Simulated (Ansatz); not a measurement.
LaN (CsCl type, Pm-3m) at seven volumes, r²SCAN in the plane-wave PAW code Ansatz, scaled uniformly. One row is withheld.

| V (Å³/atom) | P (GPa) |
|---|---|
| 14.439 | 15.46 |
| 14.915 | ? |
| 15.391 | 4.37 |
| 15.867 | 0.00 |
| 16.343 | -3.74 |
| 16.819 | -6.94 |
| 17.295 | -9.68 |

**Question.** Fit the shown pressures and predict the withheld one.

**Answer.** P = (3/2)B₀(x^(7/2) − x^(5/2))[1 + (3/4)(B′ − 4)(x − 1)] with x = (V₀/V)^(2/3). Least squares on the six rows gives V₀ = 15.867 Å³/atom, B₀ = 135 GPa, B′ = 4.19. At V = 14.915, x = 1.0421 and P = 9.51 GPa. The run itself gave 9.48 GPa.

The start of the workflow was typed in or built on a structure type; neither database checked (COD, Materials Project) lists it. COD files the formula under space group No. 225, so this cell is another polymorph or a model. Whether it is the stable phase at ambient conditions was not checked. The cell was relaxed with r²SCAN under the symmetry of its start. At this level the phase is mechanically unstable. Spin–orbit coupling is left out wherever it is not named.

Potentials: the earlier of the program's two PAW sets.
